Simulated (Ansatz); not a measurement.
Mg2Sn (antifluorite type, space group Fm-3m)

```xyz
3
Lattice="0.0000 3.4081 3.4081 3.4081 0.0000 3.4081 3.4081 3.4081 0.0000" Properties=species:S:1:pos:R:3 pbc="T T T"
Sn     0.0000     0.0000     0.0000
Mg     1.7040     1.7040     1.7040
Mg     5.1121     5.1121     5.1121
```

This relaxed cell (volume V₀) is scaled evenly in all directions, its shape held. Symmetry pins the atoms to their sites.

Calculation: PBE (plane waves to 420 eV, PAW, scalar-relativistic; Ansatz, an electronic-structure program). k mesh 12×12×12 (Γ-centred), Fermi-Dirac smearing 0.05 eV. Stress and pressure are positive under compression. At this level the bands of Mg2Sn touch or barely overlap; measurements give the solid a gap. Mg2Sn was relaxed with its symmetry unable to fall.

At one point of the scan the stress tensor (GPa) is:

```
    2.9      0.0      0.0
    0.0      2.9      0.0
    0.0      0.0      2.9
```

Problem. Which point is it?
A) V/V₀ = 0.955
B) V/V₀ = 0.970
C) V/V₀ = 0.985
D) V/V₀ = 0.940

Solution. D, V/V₀ = 0.940

(A scan under strain: stresses follow from slopes of the energy per volume, elastic moduli from its curvatures.)
